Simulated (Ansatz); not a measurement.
Method: DFT PBE, scalar-relativistic, plane waves, PAW in Ansatz. All cells share a 420 eV cutoff and Γ-centred k meshes spaced about 0.3 Å⁻¹ or finer (0.25 for metals, 2π included). No spin polarisation in the final relaxations.

Temperature and zero-point effects are left out. All come from trial cells, and lower structures may exist.

Question: These unrelaxed guesses for SiBi2Te5 are each relaxed within their symmetry. Order them by the energy at which they end, lowest first.
A.

```xyz
16
Lattice="8.7600 0.0000 0.0000 0.0000 12.4200 0.0000 0.0000 0.0000 4.3800" Properties=species:S:1:pos:R:3 pbc="T T T"
Si    4.3800    6.2100    0.0000
Si    0.0000    0.0000    0.0000
Bi    5.8692   10.1844    2.1900
Bi    2.8908    2.2356    2.1900
Bi    1.4892    8.4456    2.1900
Bi    7.2708    3.9744    2.1900
Te    3.6792    8.9424    0.0000
Te    5.0808    3.4776    0.0000
Te    5.9568    7.2036    2.1900
Te    2.8032    5.2164    2.1900
Te    8.0592    9.6876    0.0000
Te    0.7008    2.7324    0.0000
Te    1.5768   11.4264    2.1900
Te    7.1832    0.9936    2.1900
Te    4.3800    0.0000    0.0000
Te    0.0000    6.2100    0.0000
```

B.

```xyz
8
Lattice="4.1800 0.0000 0.0000 -2.0900 3.6200 0.0000 0.0000 0.0000 15.8000" Properties=species:S:1:pos:R:3 pbc="T T T"
Si    0.0000    0.0000    0.0000
Bi    0.0000    2.4133   12.3556
Bi    2.0900    1.2067    3.4444
Te    0.0000    2.4133    1.7064
Te    2.0900    1.2067   14.0936
Te    0.0000    0.0000   10.5070
Te    0.0000    0.0000    5.2930
Te    0.0000    2.4133    7.9000
```

C.

```xyz
8
Lattice="-3.4769 3.4769 5.0535 3.4769 -3.4769 5.0535 3.4769 3.4769 -5.0535" Properties=species:S:1:pos:R:3 pbc="T T T"
Si    0.0000    0.0000    0.0778
Bi    0.0000    3.4769    2.5204
Bi    3.4769    0.0000    2.5204
Te   -1.9367    1.9367    4.9955
Te    1.5402    1.5402   -0.0579
Te    1.9367    1.9367    4.9955
Te    1.9367   -1.9367    4.9955
Te    0.0000    0.0000    2.4206
```

D.

```xyz
8
Lattice="4.1800 0.0000 0.0000 -2.0900 3.6200 0.0000 0.0000 0.0000 15.8000" Properties=species:S:1:pos:R:3 pbc="T T T"
Si    0.0000    0.0000    7.9000
Bi    0.0000    2.4133    2.0540
Bi    2.0900    1.2067   13.7460
Te    0.0000    2.4133    6.3200
Te    2.0900    1.2067    9.4800
Te    2.0900    1.2067    3.7999
Te    0.0000    2.4133   12.0001
Te    0.0000    0.0000    0.0000
```

Answer: D (ends in P-3m1, 0 meV/atom), A (ends in Pbam, 21 meV/atom), B (ends in P3m1, 90 meV/atom), C (ends in I4mm, 124 meV/atom).

Weakly bound directions are ill-defined at this level, which has no dispersion term (P-3m1, Pbam), and this can change margins and order among such cells. Spin–orbit coupling, which can matter for Bi and Te, is left out. With atoms moved at random, P-3m1 came back. Without a clear test, and held by symmetry: Pbam, P3m1 and I4mm. Some structure types and database cells were kept out of the candidates from the start, so a known form may be missing.
